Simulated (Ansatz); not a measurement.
The relaxed structure here is a generated cell of Ba: the first start was made by placing the elements on the sites of a structure type, and the end was not matched to a known phase here, so it may be hypothetical. Known forms of Ba include space group No. 229.

One stationary structure of Ba. All values below come from PBE (plane waves to 420 eV, PAW, scalar-relativistic; Ansatz, a first-principles code).

```cif
data_Ba2
_chemical_formula_sum 'Ba2'
_space_group_name_H-M_alt 'P 1'
_space_group_IT_number 1
_cell_length_a 5.43125
_cell_length_b 5.43125
_cell_length_c 5.43125
_cell_angle_alpha 60.000
_cell_angle_beta 60.000
_cell_angle_gamma 60.000
loop_
_space_group_symop_operation_xyz
  'x, y, z'
loop_
_atom_site_label
_atom_site_type_symbol
_atom_site_fract_x
_atom_site_fract_y
_atom_site_fract_z
_atom_site_occupancy
Ba1 Ba 0.25000 0.25000 0.25000 1
Ba2 Ba 0.00000 0.00000 0.00000 1
```

Find the space group and the Wyckoff positions (tolerance 0.01 Å).

Space group Fd-3m, origin choice 1 (No. 227); a = b = c = 7.681 Å, α = β = γ = 90.00°

```csv
atom,site,symmetry,x,y,z
Ba,8b,-43m,0.5000,0.5000,0.5000
```

This is the diamond type.

Give the shortest distances between elements (the closest pairs, up to four, under 3.6 Å).

Ba–Ba 3.33 Å.

```json
{
  "volume_per_atom": "56.64 Å³",
  "band_gap": "zero (metallic)"
}
```

No spin polarisation in the result.

The run could not lose the symmetry of its start: the end is stationary, and may be a saddle point rather than a minimum.

All atoms sit on sites fixed by symmetry, so only the cell could relax.
